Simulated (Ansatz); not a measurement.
Ru (hcp)

Method: PBE with spin–orbit coupling; two-component spinors; PAW, 420 eV, Γ-centred 18×18×10 mesh, 0.05 eV Gaussian smearing; code Ansatz; PAW files: Ansatz's generated set soft_2.

```
Ru
1.0
     2.72020    0.00000    0.00000
    -1.36010    2.35576    0.00000
     0.00000    0.00000    4.29744
Ru
2
Direct
  0.33333 0.66667 0.75000
  0.66667 0.33333 0.25000
```

Problem. Which orbitals carry the states at the Fermi level, and how many states are there?

Solution. Within 0.1 eV of it: Ru 4d 96 % (shares among the projected shells). The density of states at the Fermi level is about 1.7 states/eV per cell, averaged over 0.3 eV.

Density of states (tetrahedra, averaged over 0.3 eV; states/eV per cell of 2 atoms; energy in eV from the Fermi level):

| E (eV) | DOS |
| --- | --- |
| -7.60 | 0.07 |
| -7.30 | 0.11 |
| -7.00 | 0.14 |
| -6.70 | 0.18 |
| -6.40 | 0.23 |
| -6.10 | 0.98 |
| -5.80 | 2.43 |
| -5.50 | 3.12 |
| -5.20 | 3.13 |
| -4.90 | 2.41 |
| -4.60 | 2.15 |
| -4.30 | 2.96 |
| -4.00 | 2.37 |
| -3.70 | 3.04 |
| -3.40 | 1.92 |
| -3.10 | 2.16 |
| -2.80 | 3.79 |
| -2.50 | 2.60 |
| -2.20 | 3.59 |
| -1.90 | 2.79 |
| -1.60 | 3.42 |
| -1.30 | 2.70 |
| -1.00 | 2.01 |
| -0.70 | 1.89 |
| -0.40 | 1.81 |
| -0.10 | 1.70 |
| 0.20 | 1.70 |
| 0.50 | 1.84 |
| 0.80 | 2.44 |
| 1.10 | 3.08 |
| 1.40 | 4.02 |
| 1.70 | 3.12 |
| 2.00 | 0.58 |
| 2.30 | 0.52 |
| 2.60 | 0.52 |
| 2.90 | 0.52 |
| 3.20 | 0.51 |
| 3.50 | 0.52 |
| 3.80 | 0.52 |
| 4.10 | 0.49 |
| 4.40 | 0.47 |
| 4.70 | 0.45 |
| 5.00 | 0.44 |
| 5.30 | 0.43 |
| 5.60 | 0.42 |
| 5.90 | 0.43 |
